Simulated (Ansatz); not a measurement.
## Structure search: one Zr₂NbC₂ candidate

Theory: Ansatz, DFT PBE, scalar-relativistic, plane waves, PAW. Cutoff 420 eV, Gaussian smearing, Γ-centred meshes. Cell and atoms relax first on a coarse mesh and then on a finer one. In between, the cell is made exact in the group found at 0.06 Å. In metals the finer mesh still leaves noise of several meV/atom or more. The steps can't lower the symmetry of their start. No spin polarisation in the relaxation; trial moments died out in a coarse test.

The guess for Zr₂NbC₂ was made by a generator: random cell by space group and Wyckoff sites (P6/mmm, No. 191). Lengths were set from tabulated atomic sizes, so they are only a guess.

```
Zr Nb C
1.0
     3.83224    0.00000    0.00000
    -1.91612    3.31881    0.00000
     0.00000    0.00000    7.10676
Zr Nb C
2 1 2
Direct
  0.33333 0.66667 0.50000
  0.66667 0.33333 0.50000
  0.00000 0.00000 0.50000
  0.33333 0.66667 0.00000
  0.66667 0.33333 0.00000
```

Formation energies are uncorrected and refer to the elements' standard structures at the same level.

Task: What does it relax into?

Result: The symmetry stays P6/mmm (No. 191). The volume per atom grows by 10.4 %, from 18.1 to 20.0 Å³. The shortest distance goes from 2.21 Å (Zr–Nb, C–C and Zr–Zr) to 2.20 Å (Zr–C). The ratio c/a of the conventional cell changes by a factor of 0.46. The energy falls by about 3.5 eV/atom (the start's value is from the coarse mesh). Conventional cell: a = 5.123 Å, c = 4.393 Å. Zr is surrounded by 2 C at 2.20 Å, 3 Nb at 2.96 Å and 3 Zr at 2.96 Å; around Nb lie 6 Zr at 2.96 Å; around C lie 2 Zr at 2.20 Å.

```cif
data_structure
_symmetry_space_group_name_H-M 'P6/mmm'
_symmetry_Int_Tables_number 191
_cell_length_a 5.1227
_cell_length_b 5.1227
_cell_length_c 4.3927
_cell_angle_alpha 90.000
_cell_angle_beta 90.000
_cell_angle_gamma 120.000
_cell_volume 99.83
loop_
_atom_site_label
_atom_site_type_symbol
_atom_site_symmetry_multiplicity
_atom_site_Wyckoff_symbol
_atom_site_fract_x
_atom_site_fract_y
_atom_site_fract_z
_atom_site_occupancy
Zr1 Zr 2 d 0.33333 0.66667 0.50000 1
Nb1 Nb 1 b 0.00000 0.00000 0.50000 1
C1 C 2 c 0.33333 0.66667 0.00000 1
```

Task: Give its energy and gap.

Result: The energy over the elements is +2.01 eV/atom. The gap on the 12×12×8 mesh of the 5-atom cell is 0 eV (a metal).

A positive value: parting into the elements would lower its energy.

The last run used Gaussian smearing of 0.10 eV. The reference form of C is held partly by dispersion forces, which this level lacks. A structure relaxed within its symmetry needn't be a true minimum. In all, the 3 runs took 4.9 min on 1 thread of Intel(R) Xeon(R) Processor @ 2.50GHz (Skylake/Cascade Lake), on a shared host. Another cell of Zr2NbC2 relaxed alike, in P-3m1, lies 2.67 eV/atom lower, so this cell isn't the stable form at this level.
